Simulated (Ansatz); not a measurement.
Rb3ScCl6 in Ansatz, single run

Input:

```yaml
crystal:
  lattice:
    - [0.0, 5.311875, 5.311875]
    - [5.311875, 0.0, 5.311875]
    - [5.311875, 5.311875, 0.0]
  atoms:
    - { symbol: Rb, position: [0.25, 0.25, 0.25] }
    - { symbol: Rb, position: [0.75, 0.75, 0.75] }
    - { symbol: Rb, position: [0.5, 0.5, 0.5] }
    - { symbol: Cl, position: [0.2299, 0.7701, 0.7701] }
    - { symbol: Cl, position: [0.7701, 0.2299, 0.7701] }
    - { symbol: Cl, position: [0.7701, 0.2299, 0.2299] }
    - { symbol: Cl, position: [0.2299, 0.7701, 0.2299] }
    - { symbol: Cl, position: [0.7701, 0.7701, 0.2299] }
    - { symbol: Cl, position: [0.2299, 0.2299, 0.7701] }
    - { symbol: Sc, position: [0.0, 0.0, 0.0] }
  symmetry: { tolerance: 0.0003 }
kpoints:
  mp_grid: { grid: [3, 3, 3], shift: [0, 0, 0] }
magnetization:
  spin_polarized: false
scf:
  occupations: { method: cold, width: 0.2756 }
hamiltonian:
  pseudopotentials: { kind: paw }
  xc: pbesol
  hubbard: { sites: [{ species: Sc, l: d, u_eff: 6.0 }], double_counting: fll }
basis:
  ecutwfc: 420
output:
  forces: true
  stress: true
  eigenvalues: true
  write_density: true
  write_potential: true
  elf: true
  volumetric_format: npy
```

Run with:

```bash
ansatz run input.yaml --threads 1 --pin off --max-ram 2560MiB --backend cpu --events-out ev --progress --plain --runs-dir out
```

Origin of the cell: a database entry, scaled a little.

Output (shortened):

```
Rb: projections on atomic orbitals take those of the free atom [Ar 3d10] 4s2 4p6 5s1, of charge +0.00 (hamiltonian.pseudopotentials.projection_atoms); the dataset's partial waves leave at mos […]
Cl: projections on atomic orbitals take those of the free atom [Ne] 3s2 3p5, of charge +0.00 (hamiltonian.pseudopotentials.projection_atoms); the dataset's partial waves leave at most 2.1e-7 […]
Sc: projections on atomic orbitals take those of the free atom [Ne] 3s2 3p6 3d1 4s2, of charge +0.00 (hamiltonian.pseudopotentials.projection_atoms); the dataset's partial waves leave at most […]
Pseudopotentials: kind: paw
Pseudopotential: Rb, paw, valence charge 9, recommended cutoff 420 eV (normal), Rb.paw.azcp
Pseudopotential: Cl, paw, valence charge 7, recommended cutoff 420 eV (normal), Cl.paw.azcp
Pseudopotential: Sc, paw, valence charge 11, recommended cutoff 420 eV (normal), Sc.paw.azcp
Functional definition: PBEsol
  exchange = pbesol_x
  correlation = pbesol_c
Crystal: 10 atoms, lattice volume = 299.760 Å³
Basis set: ecut = 420 eV, 5961 PW (Γ), exchange–correlation on 108×108×108 points (8 copies of the dense FFT grid, shifted against one another)
Bands: 50, of which v1, the nominal top of the filled ones, is band 40 counted from 1 (39 counted from 0)
Symmetry: 48 space group operations
[… 11 lines left out …]
Initial density: superposition of atomic densities (chi_scale 0.1, normalization cell, long waves of neutral atoms under a Hubbard term (reshape's long-wave potential 0.01 eV rms, cloud 3.22 Å wide))
Functional: x = pbesol(κ = 0.804, μ = 0.123457), c = pbesol(β = 0.046)
SCF iter   1: F=—  HF=-18146.281525 eV  Δρ=3.44e-2  dr2=6.81e0
SCF iter   2: F=—  HF=-18144.087061 eV  S|Δr|=    0.00e0  Δρ=1.40e-2  dr2=1.34e0  defer=19
SCF iter   3: F=—  HF=-18143.595038 eV  S|Δr|=    0.00e0  Δρ=4.76e-3  dr2=8.90e-2  defer=19
SCF iter   4: F=—  HF=-18143.601056 eV  S|Δr|=    0.00e0  Δρ=1.32e-3  dr2=6.51e-3  defer=19
SCF iter   5: F=—  HF=-18143.603293 eV  S|Δr|=    0.00e0  Δρ=3.05e-4  dr2=4.57e-4  defer=17
SCF iter   6: F=—  HF=-18143.603860 eV  S|Δr|=    0.00e0  Δρ=1.51e-4  dr2=1.11e-4  defer=17
SCF iter   7: F=—  HF=-18143.603926 eV  S|Δr|=    0.00e0  Δρ=3.01e-5  dr2=4.69e-6  defer=17
SCF iter   8: F=—  HF=-18143.603798 eV  S|Δr|=    0.00e0  Δρ=8.97e-6  dr2=4.43e-7  defer=17
SCF iter   9: F=-18143.603798 eV  HF=-18143.603798 eV  S|Δr|=    0.00e0  Δρ=2.40e-6  dr2=2.67e-8
SCF 1 converged in 9 iterations: F = -18143.603798 eV  dr2 = 2.67e-8
SCF converged after 9 iterations
Stability not checked: this state was not tested for a lower state beside it, because cold or Methfessel-Paxton smearing, or corrected tetrahedra, fill the levels in a way that the test cannot read (fill_not_monotonic; […]
Free energy (F): -18143.603798 eV
Harris-Foulkes:  -18143.603798 eV  (|F-HF|=2.05e-8)
Internal energy: -18143.603798 eV  (E = F + TS)
E sigma→0 (E₀):  -18143.603798 eV
Fermi energy:    4.740992 eV
--- Per-component energies (eV) ---
  E_band       = -590.724433
  E_kinetic    = 1814.124640
  E_local      = -4533.103169  (includes V_loc(G=0)·N_el)
  E_nonlocal   = 775.930656
  E_hartree    = 1416.795435
  E_xc         = -1133.125604
  E_vxc        = -1273.580852  (∫ρ·V_xc dr)
  E_hubbard    = 3.243388  (on-site DFT+U / exact-exchange correction)
  E_vhub       = 2.588899  (the Hubbard potential's part of the band-sum identity)
  E_paw        = -12488.408079  (= ΣΔE_a)
  E_vpaw       = -210.272838  (= ΣTr[D̂ρ^β])
  E_aug_tail   = 0.000569  (compensation charges beyond the density's cutoff)
  E_ewald      = -4000.032264
  E_core_change = 0.970630  (= ΣΔE_core)
  E_smearing   = 0.000000  (= −TS)
  Σ components = -18143.603798   (vs F -18143.603798, Δ=0.00e0)
--- Forces (eV/Å), atoms counted from 1 ---
  atom   1  Rb    -0.000000     0.000000     0.000000
  atom   2  Rb    -0.000000    -0.000000     0.000000
  atom   3  Rb     0.000000    -0.000000     0.000000
  atom   4  Cl    -0.183491    -0.000000    -0.000000
  atom   5  Cl     0.000000    -0.183491     0.000000
  atom   6  Cl     0.183491     0.000000     0.000000
  atom   7  Cl     0.000000     0.183491     0.000000
  atom   8  Cl     0.000000    -0.000000    -0.183491
  atom   9  Cl     0.000000    -0.000000     0.183491
  atom  10  Sc     0.000000    -0.000000     0.000000
  max |Σ_I F_I| component: 5.58e-17 eV/Å
--- Stress (GPa, compression-positive) ---
        3.312681      -0.000000      -0.000000
       -0.000000       3.312681       0.000000
        0.000000      -0.000000       3.312681
  P = ⅓ Tr σ = 3.3127 GPa (33.127 kbar)
Occupation matrices written to <dir>
```

Caveats: wide smearing.

It ran for 4.8 s on 1 thread of Intel(R) Xeon(R) 6975P-C (Granite Rapids), with other jobs on the host, peak memory 0.6 GiB, from the program's own first density.
